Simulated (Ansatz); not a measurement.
NaH (rock salt), relaxed with HSE06 (Ansatz, a quantum-chemistry and plane-wave program, plane waves, PAW): a = b = c = 4.804 Å, α = β = γ = 90.00°.

- gap (eV): 4.84
- B₀ by P(V) fit (GPa): 24.1

### Question
The same phase is relaxed and computed with PBE in the same code. What are the cell and these values now?

### Answer
a = b = c = 4.8321 Å, α = β = γ = 90.00°.

gap (eV): 3.76
B₀ by P(V) fit (GPa): 23.2

All cells were relaxed under the symmetry of their starts (and spin orders); stability against distortions was not tested throughout.

Potentials: the later of the program's two PAW sets.

Ansatz is a plane-wave DFT program.
